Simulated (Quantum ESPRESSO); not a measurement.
# Strain and stress in GeAl2ZnN4

The results below are calculated, not measured. They come from pw.x of Quantum ESPRESSO 7.5, a plane-wave density functional program, with PseudoDojo standard norm-conserving files (v0.5 for PBE, v0.4.1 for LDA and PBEsol). The cells are made up: elements, strain and atom displacements were drawn at random, and nothing was relaxed. There is no spin polarisation, spin-orbit coupling or dispersion term.

The cell has 8 sites of a wurtzite lattice (rectangular cell). Sites 1 to 4 hold Ge Al Zn Al; sites 5 to 8 hold N N N N. Cell vectors in Å: (3.070, -0.002, -0.003); (-0.003, 5.380, 0.038); (-0.004, 0.036, 5.059). Settings: PBE, cutoff 1143 eV, 6 x 4 x 4 k mesh shifted by half a step, Fermi-Dirac smearing of 0.025 eV.

Each run adds a strain along z to one cell, with the atoms carried along; the vectors above are those of run 4. Stress is positive in tension and P is minus a third of its trace. E is the free energy for each atom above the lowest run shown.

| run | strain (%) | s_xx (GPa) | s_yy (GPa) | s_zz (GPa) | s_xy (GPa) | P (GPa) | E (meV/atom) |
| --- | --- | --- | --- | --- | --- | --- | --- |
| 1 | -2.15 | -28.43 | -14.47 | -21.62 | 1.58 | 21.51 | 28.34 |
| 2 | -1.01 | -27.06 | -13.46 | -15.11 | 1.44 | 18.54 | 14.73 |
| 3 | -0.53 | -26.50 | -13.06 | -12.56 | 1.39 | 17.37 | 10.43 |
| 4 | 0.14 | -25.75 | -12.51 | -9.14 | 1.31 | 15.80 | 5.67 |
| 6 | 1.01 | -24.81 | -11.84 | -4.99 | 1.22 | 13.88 | 1.73 |
| 7 | 1.89 | -23.91 | -11.20 | -1.08 | 1.13 | 12.06 | 0.00 |
| 5 | 0.79 | ? | ? | ? | ? | ? | ? |

A rerun of one of these cells at 1437 eV and k mesh 8 x 6 x 6 moved values by no more than 0.002 eV in the cell's energy, 0.03 GPa in stress and 0.003 eV/Å in force.

## Worked fit

A parabola through the six runs shown gives s_zz = -9.84 + 5.03 e - 0.210 e² GPa, with e in per cent and a scatter of 0.02 GPa. The slope is a stiffness of 503 ± 2 GPa for each unit of this strain at e = 0. The atoms are clamped, and relaxing them would in general lower it. The error is the larger of the fit's own and the change that a cubic makes, rounded up.

## Withheld run

Question: what s_zz should run 5 give?

The fit gives -6.00 GPa. The calculation gave -6.01 GPa.

| run | strain (%) | s_xx (GPa) | s_yy (GPa) | s_zz (GPa) | s_xy (GPa) | P (GPa) | E (meV/atom) |
| --- | --- | --- | --- | --- | --- | --- | --- |
| 5 | 0.79 | -25.05 | -12.01 | -6.01 | 1.24 | 14.36 | 2.47 |